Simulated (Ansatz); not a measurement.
One crystal and one scan (frozen-phonon scan) at two levels, PBE (plane waves to 420 eV, PAW, scalar-relativistic; Ansatz, a first-principles code) and r2SCAN (plane waves to 500 eV, PAW, scalar-relativistic; Ansatz), each from its own relaxed cell and on its own mesh.

The crystal is Ca (fcc, Cu type); a phonon pattern at X = (0.5, 0.5, 0.0) is frozen into a 2-atom cell, Q being the largest atomic displacement.

Ca was relaxed with its symmetry unable to fall. With partly filled bands, energies and forces of such displacements shift with the k mesh and the smearing. Both scans cover Q from -0.100 to 0.100 Å.

```tsv
quantity	run 1	run 2
Lattice constant a (Å)	5.568	5.527
Energy at Q = 0.100 Å (meV/cell)	25.4	24.1
Harmonic wavenumber from the curvature (finite differences) (cm⁻¹ (negative: imaginary))	131	128
```

Q: Which run is which level?

A: Run 2 is PBE, run 1 is r2SCAN. PBE gives the lower value for: lattice constant a; energy at Q = 0.100 Å; harmonic wavenumber from the curvature. Both give the same space group of the distorted cell: Cmcm (No. 63), lowered from Fm-3m. Neither level is exact: the differences show how much the result hangs on the functional.

(For displaced atoms, the force is minus the slope of the energy, and its curvature is a force constant, which sets phonon frequencies.)
